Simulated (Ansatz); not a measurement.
Here is an unrelaxed guess for MgBe2SeS2.

```
Mg Be Se S
1.0
     3.90388    0.00000    0.00000
     0.00000    3.90388    0.00000
     0.00000    0.00000    8.55077
Mg Be Se S
1 2 1 2
Direct
  0.00000 0.00000 0.50000
  0.50000 0.50000 0.15958
  0.50000 0.50000 0.84042
  0.50000 0.50000 0.50000
  0.00000 0.50000 0.50000
  0.50000 0.00000 0.50000
```

Computed with DFT PBE, scalar-relativistic, plane waves, PAW (Ansatz 0.2.0). Plane waves to 420 eV, a k mesh through Γ of 4×4×2 on the computed 6-atom cell and Gaussian smearing (0.10 eV); no spin polarisation.

Formation energies are uncorrected and refer to the elements' standard structures at the same level.

Question: Estimate its pressure, forces and energy as it stands.

Answer: The pressure is 59.1 GPa (the mean over three directions, positive in compression), the largest force is 0.36 eV/Å, and the energy is +3.37 eV/atom against the elements. The shortest distance is 1.95 Å.

Question: How much does it gain on relaxing, and where does it end?

Answer: Relaxing gains about 3.0 eV/atom (the start's value is from the coarse mesh, so the gain is rough) in 25 ionic steps and ends at +0.33 eV/atom on the finer mesh. The symmetry stays P4/mmm (No. 123). The volume per atom grows by 31.4 %, from 21.7 to 28.5 Å³. The shortest distance goes from 1.95 Å (Mg–S and Se–S) to 2.01 Å (Be–Be). The ratio c/a of the conventional cell changes by a factor of 0.52. Conventional cell: a = 5.301 Å, c = 6.092 Å. Mg has 4 S at 2.65 Å; Be is surrounded by 1 Be at 2.01 Å and 1 Se at 2.04 Å; around Se lie 2 Be at 2.04 Å and 4 S at 2.65 Å; S has 2 Mg at 2.65 Å and 2 Se at 2.65 Å.

The last run used an 8×8×6 mesh (in the run's order of axes) for its 6-atom cell and Gaussian smearing of 0.10 eV. The cell is a metal run without spin; a magnetic state may lie lower. The reference forms of S and Se are held partly by dispersion forces, which this level lacks. The relaxation can't lower the symmetry of the start. A structure relaxed within its symmetry needn't be a true minimum. Another cell of MgBe2SeS2 relaxed alike, in P-4m2, lies 0.86 eV/atom lower, so this cell isn't the stable form at this level.
